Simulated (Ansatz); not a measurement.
Polymorphs of SiC, each relaxed with plane-wave PAW r²SCAN (Ansatz code):

A: zinc blende (F-43m)
a = b = c = 4.356 Å, α = β = γ = 90.00°

```json
[
 {"atom": "C", "site": "4c", "symmetry": "-43m", "x": "0.2500", "y": "0.2500", "z": "0.2500"},
 {"atom": "Si", "site": "4a", "symmetry": "-43m", "x": "0.0000", "y": "0.0000", "z": "0.0000"}
]
```

B: wurtzite (P6_3mc)
a = b = 3.075 Å, c = 5.048 Å, α = β = 90.00°, γ = 120.00°

```
atom  site  symmetry       x       y       z
----  ----  --------  ------  ------  ------
Si      2b       3m.  0.6667  0.3333  0.0005
C       2b       3m.  0.3333  0.6667  0.1247
```

Put the candidates in order of energy per atom at 0 K, lowest first, for r²SCAN.

A (+0 meV/atom), B (+4 meV/atom)

Give each one's gap.

A 1.71 eV; B 2.65 eV.

All cells were relaxed under the symmetry of their starts (and spin orders); stability against distortions was not tested throughout.

Energies hold the estimated change up to a 700 eV cutoff; steps of a few meV lie near the error of the meshes.

Potentials: the later of the program's two PAW sets.
